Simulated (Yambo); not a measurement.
G0W0@PBEsol for SrTiO₃ (space group I4/mcm, No. 140) in Yambo. Reference settings: 4×4×4 Γ-centred k mesh, bands 3 to 148 and a 6 Ry block in the screening, 148 bands in G with the Bruneval-Gonze terminator, plasmon pole fitted at 27.2 eV. The PBEsol gap Γ → Γ on this mesh is 1.93 eV; G0W0 gaps are taken between the same points.

The settings were changed. The gap went from 3.56 eV to 3.51 eV, and the shift of the valence edge from -0.26 eV to -0.08 eV.

Task: What was changed between the two runs?
A. no random integration
B. 1 Ry block
C. 104 bands in W, 104 bands in G
D. 72 bands in G, no terminator

Result: A, no random integration. The others gave (gap, valence shift): 1 Ry block: 5.13, -0.82 eV; 72 bands in G, no terminator: 3.72, 0.43 eV; 104 bands in W, 104 bands in G: 3.57, -0.17 eV.

Geometry of the Materials Project entry, not relaxed at this level; primitive cell a = b = c = 5.5349 Å, α = β = 120.15°, γ = 89.74°.

This is not the ordinary phase of the substance.

A shift is the quasiparticle energy of the state minus its PBEsol energy.
